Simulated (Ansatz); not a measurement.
A geometry of P away from equilibrium: the start of the relaxation of a relaxed P cell displaced along its unstable phonon at q = (½, 0, 0) of its primitive reciprocal cell (208i cm⁻¹), largest move 0.15 Å. Computed with PBEsol (plane waves to 420 eV, PAW, scalar-relativistic; Ansatz, a quantum-chemistry and plane-wave program). Γ-centred k-mesh 15×15×15 on the run's cell (coarser than for final values), Fermi–Dirac smearing 0.05 eV.

```xyz
2
Lattice="-3.0127 3.0127 3.0114 1.5063 -1.5063 1.5057 1.5063 1.5063 -1.5057" Properties=species:S:1:pos:R:3:forces:R:3 pbc="T T T" free_energy=-1479.101 pressure_GPa=1.3
P      0.1500     0.0000     0.0000    0.4147    0.0000    0.0000
P     -1.6563     1.5063     1.5057   -0.4147    0.0000    0.0000
```

Positions in Å, forces in eV/Å, free energy of the cell in eV (comparable only within this code, potentials and settings). Largest force: 0.41 eV/Å, on P1, P2 (atoms numbered as listed); the geometry lies 0.51 eV/atom above the end of its relaxation.

No spin polarisation in the result. The relaxed primitive cell holds an odd number of electrons. A magnetic state may lie lower.

The run could not lose the symmetry of its start, so the end can be a saddle point.

The end of the path is a generated cell of P: the first start was made by placing the elements on the sites of a structure type, and the end was not matched to a known phase here, so it may be hypothetical. Known forms of P include space group No. 64.
